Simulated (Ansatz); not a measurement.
Relaxed ZnS (zinc blende):

```
ZnS
1.0
    0.00000     2.72172     2.72172
    2.72172     0.00000     2.72172
    2.72172     2.72172     0.00000
S Zn
1 1
Direct
  0.75000   0.75000   0.75000
  0.00000   0.00000   0.00000
```

In this cell atom 2 (Zn, nearest neighbour S at 2.357 Å; its periodic images, 3.8 Å or more away, move with it) is moved by u·(1.000, 0.000, 0.000) + v·(0.000, 1.000, 0.000); the rest is frozen.

The numbers are results of PBE (plane waves to 420 eV, PAW, scalar-relativistic; Ansatz, a quantum-chemistry and plane-wave program), not measurements. k mesh 8×8×8 (Γ-centred), Fermi-Dirac smearing 0.05 eV. Fu and Fv are the components of the force on the atom. ZnS was relaxed with its symmetry unable to fall. 

```tsv
Fu (eV/Å)	u = -0.350	u = -0.233	u = -0.117	u = 0.000	u = 0.117	u = 0.233	u = 0.350
v = -0.350	2.63	1.81	0.92	0.00	-0.92	-1.81	-2.63
v = -0.233	2.13	…	0.76	0.00	-0.76	…	-2.13
v = -0.117	1.84	1.28	0.65	0.00	-0.65	-1.28	-1.84
v = 0.000	…	1.21	0.62	0.00	-0.62	-1.21	…
v = 0.117	1.84	1.28	0.65	0.00	-0.65	-1.28	-1.84
v = 0.233	2.13	…	0.76	0.00	-0.76	…	-2.13
v = 0.350	2.63	1.81	0.92	0.00	-0.92	-1.81	-2.63
```

### Question
Fill in the missing entries.

### Answer

- v = -0.233, u = -0.233: 1.48
- v = -0.233, u = 0.233: -1.48
- v = 0.000, u = -0.350: 1.74
- v = 0.000, u = 0.350: -1.74
- v = 0.233, u = -0.233: 1.48
- v = 0.233, u = 0.233: -1.48

(A displaced cell: forces are minus the slopes of the energy, force constants its curvatures, and phonons follow from these.)
